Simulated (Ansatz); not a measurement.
# Sn3Se: moving Sn off its site

Sn3Se, Pm-3m, a = 4.753 Å. The structure is a Materials Project entry; whether it is the stable form wasn't checked. Ansatz: PBE, PAW, 420 eV, Γ-centred 10×10×10 mesh on 4 atoms, Gaussian smearing 0.15 eV; no spin polarisation.

```xyz
4
Lattice="4.7527 0.0000 0.0000 0.0000 4.7527 0.0000 0.0000 0.0000 4.7527" Properties=species:S:1:pos:R:3 pbc="T T T"
Sn    0.0000    2.3764    2.3764
Sn    2.3764    0.0000    2.3764
Sn    2.3764    2.3764    0.0000
Se    0.0000    0.0000    0.0000
```

All 3 Sn atoms of the cell move by x along the unit vector (0.000, 1.000, 0.000), with their periodic images; all else is held. y is the free energy of the cell over the start, F the force along the path summed over the moved atoms. Symmetry makes y even in x.

```tsv
x (Å)	y (meV)	F (eV/Å)
-0.5000	?	?
-0.2500	0.51	0.01
0.0000	0.00	0.00
0.1250	-0.08	0.00
0.3125	1.81	-0.03
0.3750	4.38	-0.05
0.4375	8.71	-0.09
```

Task: Fit y = c2 x² + c4 x⁴ to the energies of the other rows, give the force constant, and predict energy and force of the missing row.

Result: Least squares on the rows shown. y = −9.5283 x² + 287.84 x⁴. The force constant is 2 c2 = -0.0191 eV/Å² for the 3 atoms together, -0.00635 each, negative: the site is a maximum along this line (for all images moving together, not for a lone atom). The force −dy/dx at the missing row is 0.13 eV/Å (computed 0.13). With a term in x⁶ added, the coefficient of x² becomes -10.74, 13 % more, which shows how far this figure hangs on the form. At x = -0.5000 the fit asked for gives 15.61 meV. The run gave 15.27 meV, so the fit is 0.34 meV too high, 2.2 % of the span of the series, against an rms of 0.02 meV on the fitted rows. The row lies outside the fitted range. With a term in x⁶ added, a fit to the same known rows predicts 15.42 meV, which recovers part of the miss; the known rows don't hold the rest.

Cost: 7 runs of about 3.7 core-minutes in all, on Intel Xeon Platinum 8259CL (Skylake/Cascade Lake) (shared hosts).